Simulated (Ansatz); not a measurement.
An Ansatz (a program for electronic structure) input:

Ansatz 0.2 input:
```yaml
crystal:
  lattice:
    - [4.5834607442, 0.0, 0.0]
    - [-2.2917303721, 3.9693934417, 0.0]
    - [0.0, 0.0, 7.5152679876]
  atoms:
    - { symbol: Cd, position: [0.3333333333, 0.6666666667, 0.0002740088] }
    - { symbol: Cd, position: [0.6666666667, 0.3333333333, 0.5002740088] }
    - { symbol: Te, position: [0.3333333333, 0.6666666667, 0.3747259912] }
    - { symbol: Te, position: [0.6666666667, 0.3333333333, 0.8747259912] }
kpoints:
  mp_grid: { grid: [6, 6, 3] }
basis: { xc_grid: 2 }
hamiltonian:
  xc: pbesol
  pseudopotentials: { azcp: { folder: ./paw }, kind: paw }
scf:
  occupations: { method: fixed }
output:
  optics: { e_range: [0.0, 15.0], de: 0.05, sigma: 0.1, bands: { spectra_wanted_up_to: 12 eV } }
```

Question: How many symmetry operations and irreducible k-points will the run report?

Answer: 12 operations, 14 of 108 k-points.

Question: With a cutoff of 420 eV, how many plane waves at Γ?

Answer: 2707.

It took very roughly 120 core-seconds on shared server cores.

Space group P6_3mc (wurtzite). The first step of the workflow began from a Materials Project structure, measured or hypothetical; the Crystallography Open Database copy checked does not list it. It is not the phase usual at ambient conditions (space group No. 216). The PBEsol relaxation kept the symmetry of its start; its stability against distortions is not shown here. Scalar-relativistic: spin–orbit coupling is off unless named, which matters more the heavier the elements.

Potentials: the earlier of the program's two PAW sets. The files were generated under PBE; for other functionals the program regenerates the frozen cores, and for LDA and PBEsol the local potential too.

Ansatz is a plane-wave DFT program.
